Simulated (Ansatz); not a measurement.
## Li$_{3}$SeF (Pm-3m) at 3 levels of theory

One geometry, relaxed with PBE; plane waves with PAW potentials in Ansatz, scalar-relativistic. No spin polarisation. Gaps are the least over mesh and band path; pressure is positive in compression, and isn't given for hybrids.

```yaml
crystal:
  lattice:
    - [3.99656, 0.00000, 0.00000]
    - [0.00000, 3.99656, 0.00000]
    - [0.00000, 0.00000, 3.99656]
  atoms:
    - { symbol: Li, position: [0.50000, 0.00000, 0.00000] }
    - { symbol: Li, position: [0.00000, 0.50000, 0.00000] }
    - { symbol: Li, position: [0.00000, 0.00000, 0.50000] }
    - { symbol: Se, position: [0.50000, 0.50000, 0.50000] }
    - { symbol: F, position: [0.00000, 0.00000, 0.00000] }
```

```csv
level,cutoff (eV),k mesh,gap (eV),pressure (GPa)
PBE,420,6×6×6,3.74,0.0
r2SCAN,500,6×6×6,4.58,-1.3
HSE06,420,4×4×4,4.82,-
```

It was reached by relaxing an invented guess, and it needn't be the stable form of this composition.
